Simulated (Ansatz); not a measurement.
CaHBr:
```xyz
6
Lattice="3.8255 0.0000 0.0000 0.0000 3.8255 0.0000 0.0000 0.0000 8.0689" Properties=species:S:1:pos:R:3 pbc="T T T"
Ca     0.0000     1.9128     1.2911
Ca     1.9128     0.0000     6.7778
H      1.9128     1.9128     0.0000
H      0.0000     0.0000     0.0000
Br     0.0000     1.9128     5.4486
Br     1.9128     0.0000     2.6204
```

Relaxed with r²SCAN+D4. Special points in fractions of this cell's reciprocal vectors: Γ (0.000, 0.000, 0.000); X (0.000, 0.500, 0.000); M (0.500, 0.500, 0.000); Z (0.000, 0.000, 0.500); R (0.000, 0.500, 0.500); A (0.500, 0.500, 0.500).

Q: List the band energies nearest the valence-band maximum at these points for r²SCAN+D4 (plane waves, PAW; program Ansatz).

A: In eV from the valence-band maximum; about four levels below and three above (degenerate sets whole), none deeper than 8.9 eV; points with the same levels are listed once.

```tsv
k	below	above
Γ	-1.11 -0.81 -0.81 -0.11	4.64 5.30 6.00 6.00
X	-0.96 -0.96 -0.32 -0.32	5.07 5.07 6.07 6.07
M	-1.53 -1.53 -1.07 -1.07	4.70 4.70 7.38 7.38
Z	-0.80 -0.80 -0.11 0.00	4.55 5.18 5.99 5.99
R	-0.96 -0.96 -0.82 -0.82	5.43 5.43 6.20 6.20
A	-1.57 -1.57 -1.03 -1.03	5.46 5.46 6.37 6.37
```

Space group P4/nmm. The first step of the workflow began from a Materials Project structure, measured or hypothetical; the Crystallography Open Database files this formula in space group No. 129, but the cells were not matched. Whether it is the stable phase at ambient conditions was not checked. The r²SCAN+D4 relaxation kept the symmetry of its start; whether a distortion lowers the energy is not shown. Spin–orbit coupling is left out wherever it is not named.

Potentials: the later of the program's two PAW sets.
